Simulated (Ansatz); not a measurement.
The elements of this relaxed trial crystal are hidden behind letters.

```
lattice vectors (Å)
   2.4478   -1.6548    0.0000
   2.4478    1.6548    0.0000
  -1.1270    0.0000   10.3757
fractional positions
X 0.4791 0.4791 0.7032
X 0.3788 0.3788 0.2972
Z 0.9706 0.9706 0.1123
Z 0.8873 0.8873 0.8879
Q 0.7883 0.7883 0.4995
```

Level of theory: DFT PBE, scalar-relativistic, plane waves, PAW in Ansatz 0.2.0. Plane waves to 420 eV, a 14×14×4 mesh through Γ for the 5-atom cell and 0.10 eV Gaussian smearing; no spin polarisation.

```
Space group                                : Cm (No. 8)
Conventional cell                          : a = 4.896 Å, b = 3.310 Å, c = 10.437 Å, β = 96.2°
Volume per atom                            : 16.81 Å³
Density                                    : 9.69 g/cm³
Formation energy                           : −0.09 eV/atom
Gap on the 14×14×4 mesh of the 5-atom cell : 0 eV (a metal)
```

Energies are uncorrected and count from the elements' standard states at the same level.

Question: X is a d-block element of period 6, Z is a p-block element of period 3 and Q is a p-block element of period 4. Which elements are they?

Answer: X = Ta, Z = Si, Q = Ge, so the formula is Ta2Si2Ge. Density times volume gives a mean mass of 9.69 × 16.81/1.6605 = 98.1 u per atom, and this set has 98.1 u. Ta on its first site has 3 Si at 2.62 Å, 3 Ge at 2.74–2.78 Å and 4 Ta at 2.95 Å; around Si on its first site lie 1 Si at 2.33 Å and 3 Ta at 2.62 Å; Ge is surrounded by 6 Ta at 2.74–2.78 Å, 4 Ge at 2.95 Å and 2 Ge at 3.31 Å; 2 more sites not described. Other sets within the hints have nearly the same mass, so mass alone doesn't settle it; this one was computed.

Spin–orbit coupling, which can matter for Ta, is left out. This cell was reached by moving the atoms of another relaxed cell at random and relaxing again, last within the group found; it had no such test of its own.
